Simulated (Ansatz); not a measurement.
SnSe$_{2}$:
```xyz
3
Lattice="3.8218 0.0000 0.0000 -1.9109 3.3098 0.0000 0.0000 0.0000 33.0000" Properties=species:S:1:pos:R:3 pbc="T T F"
Se     1.9109     1.1033    18.0759
Sn     0.0000     0.0000    16.5000
Se     0.0000     2.2065    14.9241
```
The layer is periodic in x and y and isolated along z.

Relaxed with r²SCAN+D4.

All from plane-wave PAW r²SCAN+D4 (Ansatz code), unless another level is named. Give the electron affinity (Kohn–Sham).

5.21 eV.

What about the gap with spin–orbit coupling?

1.10 eV.

Give the HSE06 ionisation potential.

6.55 eV.

What about the hole effective mass, in the valley on the Γ–M line, 26 % of the way from Γ?

0.21 along x, 1.5 along y (mₑ).

Give the electron effective mass with spin–orbit coupling, in the valley at M.

0.22 along x, 0.69 along y (mₑ).

Space group P-3m1 (1T). A layer that has been made, often on a substrate. The cell was relaxed with r²SCAN+D4 under the symmetry of its start; whether a distortion lowers the energy is not shown. Scalar-relativistic: spin–orbit coupling is off unless named, which matters more the heavier the elements.

Potentials: the later of the program's two PAW sets.
